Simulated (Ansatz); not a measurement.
Given:

TePb (rock salt, space group No. 225), a = b = c = 6.508 Å, α = β = γ = 90.00°; the cell used has 2 atoms.

This is the r²SCAN+D4-relaxed structure.

Q: All from r²SCAN+D4 (plane waves, PAW; program Ansatz), unless another level is named. Estimate the gap with spin–orbit coupling.

A: 0.12 eV.

Q: Predict the formation energy from the elements (no fitted shifts).

A: -0.50 eV/atom.

Q: Next, the hole effective mass?

A: 0.084, 0.084, 0.58 mₑ (principal values).

Space group Fm-3m (rock salt). The cell was relaxed with r²SCAN+D4 under the symmetry of its start. The references are the lowest solids computed at this level, not always the standard phases. Spin–orbit coupling is left out wherever it is not named.

Potentials: the later of the program's two PAW sets.
